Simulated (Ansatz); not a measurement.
Zr:
```
Zr
1.0
    3.23164     0.00000     0.00000
   -1.61582     2.79868     0.00000
    0.00000     0.00000     5.17102
Zr
2
Direct
  0.33333   0.66667   0.75000
  0.66667   0.33333   0.25000
```

Relaxed with PBE. Special points in fractions of this cell's reciprocal vectors: Γ (0.000, 0.000, 0.000); M (0.500, 0.000, 0.000); K (0.333, 0.333, 0.000); A (0.000, 0.000, 0.500); L (0.500, 0.000, 0.500); H (0.333, 0.333, 0.500).

**Question.** List the band energies nearest the Fermi level at these points for PBE (plane waves, PAW; program Ansatz).

**Answer.** In eV from the Fermi level; about four levels below and three above (degenerate sets whole), none deeper than 8.9 eV; points with the same levels are listed once.

```tsv
k	below	above
Γ	-5.66 -3.04	0.85 0.85 0.95
M	-2.57 -2.52 -2.15 -0.23	0.54 0.73 1.41
K	-2.09 -1.36 -1.36 -1.14	0.24 0.24 1.76
A	-3.97 -3.97	0.00 0.00 0.76 0.76 0.76 0.76
L	-2.87 -2.87 -1.08 -1.08	1.60 1.60 2.20 2.20
H	-1.28 -1.28 -0.05 -0.05	2.00 2.00 4.36 4.36
```

Space group P6_3/mmc (hcp (Mg type)). The PBE relaxation kept the symmetry of its start. The run is not spin-polarised. Scalar-relativistic: spin–orbit coupling is off unless named, which matters more the heavier the elements.

Potentials: the later of the program's two PAW sets.
